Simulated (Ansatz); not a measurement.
Relaxed-ion elastic tensor of AlNi (CsCl type, Pm-3m) in GPa (Voigt order), r²SCAN (plane waves, PAW; program Ansatz); density 6.06 g/cm³, 11.74 Å³ per atom.

```tsv
	1	2	3	4	5	6
1	231	149	149	0.0	0.0	0.0
2	149	231	149	0.0	0.0	0.0
3	149	149	231	0.0	0.0	0.0
4	0.0	0.0	0.0	135	0.0	0.0
5	0.0	0.0	0.0	0.0	135	0.0
6	0.0	0.0	0.0	0.0	0.0	135
```

Is the crystal mechanically stable?

Yes: the smallest eigenvalue of C is 82.0 GPa.

Work out the Voigt, Reuss and Hill averages.

K_V = 176, K_R = 176, K_H = 176; G_V = 97.4, G_R = 70.4, G_H = 83.9 GPa.

Give Young's modulus, Poisson's ratio, Pugh's ratio and the universal anisotropy index.

E = 9KG/(3K + G) = 217 GPa; ν = 0.29; K/G = 2.10 (ductile by the Pugh limit of 1.75); A_U = 5G_V/G_R + K_V/K_R − 6 = 1.92.

Estimate the sound speeds and the Debye temperature.

v_l = √((K + 4G/3)/ρ) = 6900 m/s, v_t = √(G/ρ) = 3720 m/s, mean 4150 m/s; Θ = (h/k)(3n/4πV)^(1/3) v_m = 544 K.

Give the Zener ratio and Young's modulus along [100], [110] and [111].

A = 2C44/(C11 − C12) = 3.29; 1/E = S11 − 2(S11 − S12 − S44/2)Γ with Γ = 0, 1/4, 1/3 gives 114, 221, 323 GPa.

Solve the Christoffel equation for the three sound speeds along [100], [110], [111].

Eigenvalues of C_ijkl n_j n_l equal ρv². In km/s, slowest first: [100] 4.72, 4.72, 6.17; [110] 2.60, 4.72, 7.32; [111] 3.45, 3.45, 7.67.

The cell was relaxed with r²SCAN under the symmetry of its start. The workflow began spin-polarised and lost its moments. The cell computed holds one magnetic atom, so no antiferromagnetic order was within reach. As this level gives no gap, shear constants depend on the k-mesh and smearing (Fermi–Dirac, 0.1 eV here).

Potentials: the later of the program's two PAW sets.
